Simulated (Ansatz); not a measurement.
K₂MoSO₃ — 41K nuclear quadrupole resonance

Cell: a computed structure from the Materials Project (it need not be an observed phase), taken as it stands.

```cif
data_K2MoSO3
_symmetry_space_group_name_H-M 'C2/m'
_symmetry_Int_Tables_number 12
_cell_length_a 13.0622
_cell_length_b 6.2452
_cell_length_c 7.8655
_cell_angle_alpha 90.000
_cell_angle_beta 109.767
_cell_angle_gamma 90.000
loop_
_atom_site_label
_atom_site_type_symbol
_atom_site_symmetry_multiplicity
_atom_site_Wyckoff_symbol
_atom_site_fract_x
_atom_site_fract_y
_atom_site_fract_z
K1 K 4 i 0.5078 0.0000 0.7946
K3 K 4 i 0.8263 0.0000 0.2702
Mo Mo 4 i 0.8495 0.0000 0.7916
S S 4 i 0.6788 0.0000 0.5875
O9 O 4 i 0.9477 0.0000 0.6797
O11 O 8 j 0.3662 0.7359 0.9279
```

One atom of each set is listed; the run and its k-mesh use a cell of 14 atoms with edges of 7.24, 7.24, 7.87 Å.

The numbers come from a DFT calculation in Ansatz (PBE, plane waves and PAW, scalar-relativistic, 420 eV cutoff, Γ-centred 4×4×3 k-points, Fermi–Dirac smearing 0.02 eV).

41K: I = 3/2, Q = 73.40 mb (year-2017 value). Static lattice, zero field.

Task: At which frequencies do the 41K NQR lines lie?

Result: For I = 3/2 there is one line, ν = (|C_Q|/2)(1 + η²/3)^½.

```tsv
site	atoms	V_zz (10²¹ V/m²)	C_Q (MHz)	η	line frequencies (MHz)
K1	2	-0.73	-1.29	0.28	0.655
K3	2	-0.95	-1.69	0.57	0.891
```

Task: And for ³⁹K (I = 3/2, Q = 60.30 mb) on K3?

Result: C_Q scales with Q to -1.39 MHz, with lines at 0.732 MHz.

The largest force is 0.9 eV/Å, so the atoms aren't at the calculated equilibrium and relaxing them would move these values.
